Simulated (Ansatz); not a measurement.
Input:

BN:
```
CELL_PARAMETERS angstrom
      2.53484     0.00000     0.00000
     -1.26742     2.19524     0.00000
      0.00000     0.00000     4.19072
ATOMIC_POSITIONS crystal
  B  0.66667 0.33333 0.99991
  B  0.33333 0.66667 0.49991
  N  0.66667 0.33333 0.62529
  N  0.33333 0.66667 0.12529
```

This is the HSE06-relaxed structure.

All from the program Ansatz at the HSE06 level (PAW), unless another level is named. Give the band gap.

6.52 eV (indirect).

Predict the valence-band maximum.

at Γ.

What about the conduction-band minimum?

at K (2 equivalent valleys).

Space group P6_3mc (wurtzite). The cell was relaxed with HSE06 under the symmetry of its start. The hybrid was solved on a coarse mesh, the path and, where they were found, the r²SCAN edge points; its band edges are the extreme levels among these.

Potentials: the later of the program's two PAW sets.
